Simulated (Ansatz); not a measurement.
## Ca: energy along a strain

Ca, Im-3m, a = 4.480 Å (as given, not relaxed at this level: -1.5 GPa). This isn't the element's structure at ambient conditions. Ansatz: PBEsol, PAW, 420 eV, Γ-centred 16×16×16 mesh on 1 atom, Gaussian smearing 0.15 eV; no spin polarisation. Cell vectors (Å): -2.240 2.240 2.240; 2.240 -2.240 2.240; 2.240 2.240 -2.240. The cell is strained by x per cent times the pattern (0 0 1 0 0 0) in the order xx yy zz yz xz xy (engineering shears), with fractional coordinates held. y is the free energy over the start, V0 = 44.958 Å³/atom.

| x (%) | y (meV/atom) |
| --- | --- |
| -4.00 | ? |
| -3.00 | -11.49 |
| -2.00 | -8.02 |
| -1.00 | -4.18 |
| 0.00 | 0.00 |
| 1.00 | 4.50 |
| 2.00 | 9.31 |
| 3.00 | 14.40 |
| 3.50 | 17.05 |
| 4.00 | 19.77 |

Question: Fit y = c1 x + c2 x² + c3 x³ to the other rows, get the stiffness along the pattern, and predict the missing energy.

Answer: Least squares on the rows shown. y = 4.3430 x + 0.16169 x² − 0.0030024 x³. The clamped-ion stiffness p·C·p = 2 × 1.617 eV × 160.2 / 44.958 Å³ = 11.5 GPa, which is C33 in these axes (C11 of the cubic crystal) (second derivative at the start, which stands under stress). At x = -4.00 the fit asked for gives -14.59 meV/atom. The run gave -14.56 meV/atom, so the fit is 0.03 meV/atom too low, a small miss on the scale of the series.